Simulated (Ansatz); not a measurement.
GaSb (NiAs type, space group No. 194), the program Ansatz at the PBEsol level (PAW), all energies at zero smearing, with the estimated change up to a 700 eV cutoff added, with one set of potentials and settings (totals compare only within such a set). Cell of 4 atoms (2 Ga, 2 Sb): -20302.416 eV.

```json
[
 {"element": "Ga", "reference phase": "Cmce, 4 atoms in the cell", "E (eV/atom)": "-3743.2031"},
 {"element": "Sb", "reference phase": "R-3m, 2 atoms in the cell", "E (eV/atom)": "-6408.0873"}
]
```

Formation energy per atom, worked out: (-20302.416 − 2×(-3743.2031) − 2×(-6408.0873))/4 = 0.041 eV/atom (4 kJ per mol of atoms), at 0 K, without zero-point energy or fitted corrections.

Space group P6_3/mmc (NiAs type). The start of the workflow was typed in or built on a structure type; neither database checked (COD, Materials Project) lists it. It is not the phase usual at ambient conditions (space group No. 216). The PBEsol relaxation kept the symmetry of its start; of distortions, only those at the zone centre were tested. The references are the lowest solids computed at this level, not always the standard phases. Spin–orbit coupling is left out wherever it is not named.

Potentials: the later of the program's two PAW sets.
